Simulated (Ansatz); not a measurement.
**Is this CdTe2Pb3 structure a true minimum?**

The cell was found from a structure generator's guess, not taken from experiment.

The calculation used DFT PBE, scalar-relativistic, plane waves, PAW in Ansatz 0.2.0. Settings: cutoff 420 eV, Γ-centred mesh 8×8×4 on the computed 6-atom cell, Gaussian smearing of 0.10 eV; no spin polarisation.

The cell below (6 atoms, space group P-4m2 (No. 115)) is relaxed within its symmetry.

```xyz
6
Lattice="4.6083 0.0000 0.0000 0.0000 4.6083 0.0000 0.0000 0.0000 9.2290" Properties=species:S:1:pos:R:3 pbc="T T T"
Cd    2.3042    2.3042    0.0000
Te    2.3042    0.0000    2.9780
Te    0.0000    2.3042    6.2511
Pb    0.0000    0.0000    0.0000
Pb    2.3042    0.0000    6.2297
Pb    0.0000    2.3042    2.9993
```

For the test it was strained at random (σ = 1.5 % a component), the atoms were moved at random (σ = 0.15 Å), and all was relaxed again on a coarse 6×6×4 mesh (in the run’s order of axes) with 0.20 eV smearing, with no symmetry imposed.

Spin–orbit coupling, which can matter for Pb and Te, is left out.

Question: Is the structure stable against such a distortion?

Answer: It doesn't return. The energy falls by 20 meV/atom on that mesh, the volume changes by 2.8 %, and the end has space group Cm (No. 8) at a loose tolerance. Relaxed again on an 8×8×4 mesh with 0.10 eV smearing, the new structure lies 22 meV/atom below the first (mesh in the axes of the run's cell; the cell below is made exact in the group named). Space group C2/m (No. 12), monoclinic, a = 6.488 Å, b = 6.461 Å, c = 9.884 Å, β = 102.4°. Cd has 6 Pb at 3.23–3.24 Å; Te is surrounded by 6 Pb at 3.20–3.32 Å; around Pb on a site of symmetry 2/m lie 4 Cd at 3.23–3.24 Å and 2 Te at 3.32 Å; around Pb on a site of symmetry m lie 5 Te at 3.20–3.29 Å and 1 Cd at 3.23 Å.

```xyz
6
Lattice="3.2439 -3.2306 0.0000 3.2439 3.2306 0.0000 -2.1251 0.0000 9.6533" Properties=species:S:1:pos:R:3 pbc="T T T"
Cd    3.2439    0.0000    0.0000
Te    0.6084    0.0000    3.2658
Te    3.7543    0.0000    6.3874
Pb    0.0000    0.0000    0.0000
Pb    0.4640    0.0000    6.4865
Pb    3.8986    0.0000    3.1668
```
